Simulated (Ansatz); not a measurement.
Be₄Mo: stable or not

The structure comes from a generated guess, relaxed at this level; another structure or a mixture of phases may lie lower.

Level of theory: Ansatz, DFT PBE, scalar-relativistic, plane waves, PAW. Settings of the last relaxation (5-atom cell): 420 eV, 12×12×8 k points, Gaussian smearing of 0.10 eV, no spin polarisation.

```
CELL_PARAMETERS angstrom
3.25107 0.00000 0.00000
0.00000 3.25107 0.00000
0.00000 0.00000 4.41414
ATOMIC_POSITIONS crystal
Be 0.50000 0.50000 0.28166
Be 0.00000 0.50000 0.00000
Be 0.50000 0.50000 0.71834
Be 0.50000 0.00000 0.00000
Mo 0.00000 0.00000 0.50000
```

Formation energies are uncorrected and refer to the elements' standard structures at the same level.

**Question.** These tests were run: energy against the elements; phonons on a 2×2×2 q mesh; elastic tensor. What do they show?

**Answer.**

| test | result |
| --- | --- |
| energy against the elements | −0.13 eV/atom |
| phonons on a 2×2×2 q mesh | no imaginary mode on the mesh |
| elastic tensor | least eigenvalue 182 GPa |

It fails none of these tests. Other phases of the system weren't compared here, so this isn't yet thermodynamic stability.

The run for the phonons used a 12×12×8 k mesh and Fermi–Dirac smearing of 0.15 eV. The run for the elastic tensor used a 12×12×8 k mesh and Fermi–Dirac smearing of 0.15 eV.
